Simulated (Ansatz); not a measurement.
LiBr:
```cif
data_Br4Li4
_chemical_formula_sum 'Li4 Br4'
_space_group_name_H-M_alt 'Fm-3m'
_space_group_IT_number 225
_space_group_name_Hall '-F 4 2 3'
_cell_length_a 5.31029
_cell_length_b 5.31029
_cell_length_c 5.31029
_cell_angle_alpha 90.000
_cell_angle_beta 90.000
_cell_angle_gamma 90.000
loop_
_atom_site_label
_atom_site_type_symbol
_atom_site_symmetry_multiplicity
_atom_site_Wyckoff_symbol
_atom_site_fract_x
_atom_site_fract_y
_atom_site_fract_z
_atom_site_occupancy
Li1 Li 4 a 0.00000 0.00000 0.00000 1
Br1 Br 4 b 0.50000 0.50000 0.50000 1
```
(The calculation used a cell of 2 atoms; values per cell refer to that cell.)

Relaxed with LDA.

Task: Give the optical modes at the zone centre with their infrared and Raman activity from DFPT, the program Ansatz at the LDA level (PAW).

Result: Transverse frequencies, without the LO–TO term; a row sums one degenerate level.

```json
[
 {"ω (cm⁻¹)": "196", "degeneracy": "3", "IR ((D/Å)²/amu)": "15.93", "Raman (Å⁴/amu)": "0", "activity": "IR", "symmetry": "T1u"}
]
```

Task: How high does the top mode go among those that the LO–TO term moves?

Result: 347 cm⁻¹ for q along x.

The cell was relaxed with LDA under the symmetry of its start; phonons on a q-mesh show no instability.

Potentials: the later of the program's two PAW sets.
